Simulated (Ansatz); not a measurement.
## Calculated ¹¹⁹Sn Mössbauer parameters across compounds

Level of theory: DFT, PBE, plane waves and PAW, scalar-relativistic, 420 eV cutoff (Ansatz 0.2.0). Shifts against SnO₂ come from the density at the nucleus and a line fitted to measured compounds (rms miss 0.12 mm/s). The cells come from the COD and the Materials Project (computed, not necessarily observed phases), with the atoms as given or relaxed (PBE, cell held). Calculated pressures reach 2 GPa in size and forces 0.3 eV/Å in them. Spin–orbit coupling is left out, which moves gradients at and beside heavy atoms (Ba) by some per cent and at some sites by far more. Shifts outside the range of the fitted compounds (-0.5 to 3.2 mm/s for Sn) are extrapolations.

At most two sites a compound are listed. In SnSe, Zn4SnN4 small gradients can still move by 0.1 × 10²¹ V/m² or more with the k-mesh.

```
 compound  space group                         first shell of Sn  δ (mm/s)  |ΔE_Q| (mm/s)
 SnI2O6F2         P2_1    2 F at 2.00–2.02 Å, 4 O at 2.06–2.08 Å     -0.06           0.20
  Ca7SnN6         Ibam                             4 N at 2.10 Å      0.91           0.89
  Zn4SnN4          P-1                        4 N at 2.07–2.12 Å      0.96           0.41
SrLi2SnS4        I-42m                             4 S at 2.41 Å      1.28           0.03
 Ba2SnSe4       P2_1/c                       4 Se at 2.51–2.55 Å      1.52           0.29
     SnSe         Pnma  3 Se at 2.77–2.82 Å; also 2 Se at 3.35 Å      3.32           0.79
```

The crystals are a selection from a larger pool of database entries, not a random sample of it.
